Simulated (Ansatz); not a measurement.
Relaxed Ir (fcc, Cu type):

```xyz
4
Lattice="3.8305 0.0000 0.0000 0.0000 3.8305 0.0000 0.0000 0.0000 3.8305" Properties=species:S:1:pos:R:3 pbc="T T T"
Ir     0.0000     0.0000     0.0000
Ir     1.9152     1.9152     0.0000
Ir     1.9152     0.0000     1.9152
Ir     0.0000     1.9152     1.9152
```

These are PBEsol (plane waves to 420 eV, PAW, scalar-relativistic; Ansatz, a first-principles code) values and carry that method's errors. k mesh 10×10×10 (Γ-centred), Fermi-Dirac smearing 0.05 eV. With partly filled bands, energies and forces of such displacements shift with the k mesh and the smearing. Ir is run without spin polarisation. Ir was relaxed with its symmetry unable to fall. Spin-orbit coupling is left out, though Ir is heavy.

One atom of the cell was then moved (with its periodic images), all else fixed, and the forces (eV/Å) came out as:

```json
[
 {"atom": "Ir1", "Fx": "-0.724", "Fy": "-0.724", "Fz": "0.000"},
 {"atom": "Ir2", "Fx": "1.478", "Fy": "1.478", "Fz": "0.000"},
 {"atom": "Ir3", "Fx": "-0.085", "Fy": "-0.670", "Fz": "0.000"},
 {"atom": "Ir4", "Fx": "-0.670", "Fy": "-0.085", "Fz": "0.000"}
]
```

Problem. Which atom was moved, and by which vector (Å)?

Solution. Ir2, by (-0.10, -0.10, 0.00), 0.14 Å in all.

(A displaced cell: forces are minus the slopes of the energy, force constants its curvatures, and phonons follow from these.)
